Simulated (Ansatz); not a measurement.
Structure relaxation, SiAs

The relaxed structure here is a generated cell of SiAs: the first start was made by placing the elements on the sites of a structure type, and the end was not matched to a known phase here, so it may be hypothetical.

The start is a generated cell, SiAs built in the AFLOW prototype AB_mP4_11_e_e (as in TiNi). The structure is fully relaxed (lattice and positions, P = 0) with PBE (plane waves to 420 eV, PAW, scalar-relativistic; Ansatz, a program for electronic structure). The first steps use a coarse 7×5×4 k-mesh.

The start:
```
CELL_PARAMETERS angstrom
      3.56808     0.00000     0.00000
      0.00000     5.08071     0.00000
     -0.79755     0.00000     5.71976
ATOMIC_POSITIONS crystal
  As 0.41130 0.75000 0.71840
  As 0.58870 0.25000 0.28160
  Si 0.96130 0.75000 0.82520
  Si 0.03870 0.25000 0.17480
```

How do the shortest distances between atoms change?

The closest pairs of elements (up to four, under 3.6 Å), start → end: As–Si 1.80 → 2.40 Å; Si–Si 3.23 → 2.36 Å; As–As 3.57 → 2.71 Å.

Is the relaxed structure metallic? Give its gap.

No gap (metallic).

The space group stays P2₁/m (No. 11) (the run could not lower it), with 4 atoms in the primitive cell. Final values are on a 13×12×8 k-mesh of the relaxed cell. No spin polarisation in the result.

The run could not lose the symmetry of its start: the end is stationary, and may be a saddle point rather than a minimum.
